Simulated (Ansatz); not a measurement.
**Optical constants of NaVSe₃**

Computed with Ansatz 0.2.0, DFT PBE, scalar-relativistic, plane waves, PAW. Settings: 420 eV plane-wave cutoff, Γ-centred 8×8×8 mesh, Fermi-Dirac smearing of 0.15 eV. No spin polarisation.

Relaxed structure:
```
Na V Se
1.0
     4.68850    0.00000    0.00000
     0.00000    4.68850    0.00000
     0.00000    0.00000    4.68850
Na V Se
1 1 3
Direct
  0.00000 0.00000 0.00000
  0.50000 0.50000 0.50000
  0.50000 0.50000 0.00000
  0.50000 0.00000 0.50000
  0.00000 0.50000 0.50000
```

The cell is the ideal cubic perovskite prototype; whether it is the stable structure of this composition wasn't checked. In a metal these results depend on the k mesh and the smearing. A semilocal functional can close a gap that the real compound has.

Independent-particle response (no local fields, no excitons) on a 12×12×12 mesh, broadened by 0.1 eV; the Drude term is undamped and its weight carries the smearing above, which sets much of it in a semimetal. The run couldn't bound its error over part or most of this range, so small peaks and near ties are unsure. Light polarised along x. ε₁ lacks the small share of bands above those solved.

Question: Tabulate ε₁ and ε₂ against photon energy.

Answer:
```tsv
E (eV)	ε₁	ε₂
0.3	-209.80	38.41
0.6	-32.63	41.61
0.9	-5.13	58.49
1.2	-42.48	32.71
1.5	-24.37	10.67
1.8	-13.74	6.05
2.1	-7.99	4.77
2.4	-4.96	4.55
2.7	-3.12	3.93
3.0	-1.73	3.72
3.3	-0.78	3.62
3.6	-0.31	3.37
3.9	0.52	3.30
4.2	0.92	3.20
4.5	1.68	2.94
4.8	2.65	3.90
5.1	1.07	5.34
5.4	0.35	4.19
5.7	0.73	2.77
6.0	2.54	2.65
6.3	2.09	4.02
6.6	1.88	3.66
6.9	2.40	3.76
7.2	3.36	4.61
7.5	2.46	6.16
7.8	0.56	6.71
8.1	0.09	6.31
8.4	-1.36	5.46
8.7	-1.44	4.81
9.0	-1.83	4.09
9.3	-1.75	3.44
9.6	-1.58	2.94
9.9	-1.61	2.50
10.2	-1.21	1.96
10.5	-0.69	1.89
10.8	-0.55	1.99
```

Question: Where is the highest local maximum of ε₂ between 0.3 and 11 eV?

Answer: At 1.0 eV, where ε₂ = 67.6.

Cost: 1 run of about 1.3 core-minutes, on AMD EPYC 9R45 (Zen 5) (shared hosts).